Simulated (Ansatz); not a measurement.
YGa₃Ru:
```cif
data_Ga9Ru3Y3
_chemical_formula_sum 'Y3 Ga9 Ru3'
_space_group_name_H-M_alt 'P 1'
_space_group_IT_number 1
_cell_length_a 6.38829
_cell_length_b 6.38829
_cell_length_c 6.38829
_cell_angle_alpha 90.000
_cell_angle_beta 90.000
_cell_angle_gamma 90.000
loop_
_space_group_symop_operation_xyz
  'x, y, z'
loop_
_atom_site_label
_atom_site_type_symbol
_atom_site_fract_x
_atom_site_fract_y
_atom_site_fract_z
_atom_site_occupancy
Y1 Y 0.50000 0.50000 0.00000 1
Y2 Y 0.00000 0.50000 0.50000 1
Y3 Y 0.50000 0.00000 0.50000 1
Ga1 Ga 0.50000 0.50000 0.50000 1
Ga2 Ga 0.20874 0.20874 0.79126 1
Ga3 Ga 0.79126 0.79126 0.20874 1
Ga4 Ga 0.79126 0.20874 0.79126 1
Ga5 Ga 0.20874 0.79126 0.20874 1
Ga6 Ga 0.79126 0.79126 0.79126 1
Ga7 Ga 0.20874 0.20874 0.20874 1
Ga8 Ga 0.20874 0.79126 0.79126 1
Ga9 Ga 0.79126 0.20874 0.20874 1
Ru1 Ru 0.00000 0.00000 0.50000 1
Ru2 Ru 0.50000 0.00000 0.00000 1
Ru3 Ru 0.00000 0.50000 0.00000 1
```

Relaxed with r²SCAN.

**Question.** Which orbitals make up the states near the Fermi level in DFT-r²SCAN in the program Ansatz with PAW potentials?

**Answer.** Within 0.5 eV of the Fermi level: Ru 4d 37 %, Ga 4p 33 %, Y 4d 21 %, Ga 4s 6 %. Projections are on Löwdin-orthogonalised atomic valence shells; empty p or d shells of many metals are not among them.

**Question.** Tabulate the density of states.

**Answer.** States/eV per cell of 15 atoms, in 0.25 eV bins, energy from the Fermi level.

```
E (eV)  total  Ru 4d  Ga 4p  Y 4d
------  -----  -----  -----  ----
-7.85    3.33   0.19   0.83  0.22
-7.60    4.48   0.29   1.02  0.37
-7.35    6.56   0.43   1.44  0.54
-7.10    2.01   0.15   0.58  0.13
-6.85    1.97   0.19   0.52  0.22
-6.60    2.43   0.18   0.71  0.32
-6.35    2.96   0.32   0.85  0.32
-6.10   10.44   2.12   2.16  1.19
-5.85    4.06   0.76   0.93  0.43
-5.60    1.66   0.20   0.45  0.22
-5.35    2.69   0.33   0.71  0.38
-5.10    1.74   0.21   0.54  0.25
-4.85    1.53   0.22   0.60  0.23
-4.60    4.84   0.88   1.74  0.75
-4.35    3.81   0.69   1.69  0.44
-4.10    4.37   0.97   1.96  0.44
-3.85    4.03   1.16   1.82  0.33
-3.60    8.87   3.29   3.83  0.64
-3.35    8.57   3.86   3.27  0.83
-3.10    9.24   3.95   3.53  0.98
-2.85   10.94   4.40   4.60  1.07
-2.60   10.51   5.07   3.74  1.02
-2.35   10.95   6.50   3.04  0.85
-2.10   11.46   7.58   2.25  1.05
-1.85   13.35   7.67   2.71  1.94
-1.60   16.08  10.44   3.16  1.63
-1.35   13.06   7.16   3.63  1.62
-1.10   14.65   7.90   4.44  1.68
-0.85    7.83   3.49   2.51  1.42
-0.60    7.20   2.30   2.56  1.88
-0.35    7.96   3.24   2.41  1.58
-0.10    7.04   2.91   2.19  1.28
0.15     3.97   1.20   1.39  0.99
0.40     4.38   1.34   1.61  1.02
0.65     6.07   2.33   1.86  1.33
0.90     3.43   1.28   1.02  0.69
1.15     6.30   1.79   2.23  1.56
1.40     7.59   1.87   2.89  1.80
1.65     5.71   1.15   2.38  1.41
1.90     2.65   0.64   1.04  0.65
2.15     3.87   0.93   1.27  1.15
2.40     9.68   1.76   2.54  4.07
2.65     9.81   1.35   2.26  4.89
2.90    10.93   1.07   2.40  6.22
3.15    13.35   1.06   3.42  7.18
3.40     8.30   0.53   1.74  4.54
3.65     9.23   0.96   2.67  3.61
3.90    11.74   1.42   3.61  4.03
4.15     9.48   1.01   2.38  3.25
4.40     9.82   1.01   2.39  3.94
4.65     9.18   0.88   2.39  3.66
```

Space group Pm-3m. The first step of the workflow began from a Materials Project structure, measured or hypothetical; the Crystallography Open Database copy checked does not list it. Its standing as an ambient phase is unchecked. The r²SCAN relaxation kept the symmetry of its start; its stability against distortions is not shown here. The run is not spin-polarised. Scalar-relativistic: spin–orbit coupling is off unless named, which matters more the heavier the elements.

Potentials: the later of the program's two PAW sets.
